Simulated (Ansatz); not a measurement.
CdSe (zinc blende)

```
CELL_PARAMETERS angstrom
      0.00000     3.09822     3.09822
      3.09822     0.00000     3.09822
      3.09822     3.09822     0.00000
ATOMIC_POSITIONS crystal
  Se 0.75000 0.75000 0.75000
  Cd 0.00000 0.00000 0.00000
```

Equation-of-state scan: isotropic scaling of the cell above, V₀ being its volume. Symmetry pins the atoms to their sites.

Computed with PBE (plane waves to 420 eV, PAW, scalar-relativistic; Ansatz, a quantum-chemistry and plane-wave program). k mesh 9×9×9 (Γ-centred), Fermi-Dirac smearing 0.05 eV. Stress and pressure are positive under compression. CdSe was relaxed with its symmetry unable to fall. The PAW data are Ansatz's earlier set.

At one point of the scan the stress tensor (GPa) is:

```
   -2.1      0.0      0.0
    0.0     -2.1      0.0
    0.0      0.0     -2.1
```

Which point is it?
A. V/V₀ = 1.027
B. V/V₀ = 1.107
C. V/V₀ = 1.133
D. V/V₀ = 1.053

D, V/V₀ = 1.053

(Under strain, the slope of the energy per volume gives the stress and its curvature an elastic modulus.)
